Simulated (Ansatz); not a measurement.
Relaxed CsPbCl₃ (cubic perovskite):

```yaml
crystal:
  lattice:
    - [5.67350, 0.00000, 0.00000]
    - [0.00000, 5.67350, 0.00000]
    - [0.00000, 0.00000, 5.67350]
  atoms:
    - { symbol: Cs, position: [0.00000, 0.00000, 0.00000] }
    - { symbol: Pb, position: [0.50000, 0.50000, 0.50000] }
    - { symbol: Cl, position: [0.00000, 0.50000, 0.50000] }
    - { symbol: Cl, position: [0.50000, 0.50000, 0.00000] }
    - { symbol: Cl, position: [0.50000, 0.00000, 0.50000] }
```

Scan: atom 4 (Cl, nearest neighbour Pb at 2.837 Å; its periodic images, 5.7 Å or more away, move with it) is displaced along Cartesian [111], direction (0.577, 0.577, 0.577) in Cartesian axes, by s. The other atoms stay.

Method: r2SCAN (plane waves to 500 eV, PAW, scalar-relativistic; Ansatz, a first-principles code). k mesh 5×5×5 (Γ-centred), Fermi-Dirac smearing 0.05 eV. E stands for the smeared free energy. CsPbCl3 was relaxed with its symmetry unable to fall. Spin-orbit coupling is left out, though Pb is heavy. This is a high-temperature form of CsPbCl3. The zero of ΔE is the undisplaced structure.

The scan covers s from -0.570 to 0.570 Å in 11 points.

Task: Is this a single well or a double well?

Result: A single well with its minimum at or next to zero displacement.

Task: Is the energy the same for equal positive and negative displacements?

Result: Even: the same for both signs. With its periodic images moving along, the atom's site symmetry in this cell is 4/mmm.

Task: What is the energy change at s = 0.570 Å?

Result: 162.0 meV/cell.

Task: What force acts on the atom along the line at s = -0.570 Å?

Result: 0.694 eV/Å.

Task: What is the force constant k = d²E/ds² of this move at s = 0?

Result: 0.73 eV/Å².

(A displaced cell: forces are minus the slopes of the energy, force constants its curvatures, and phonons follow from these.)
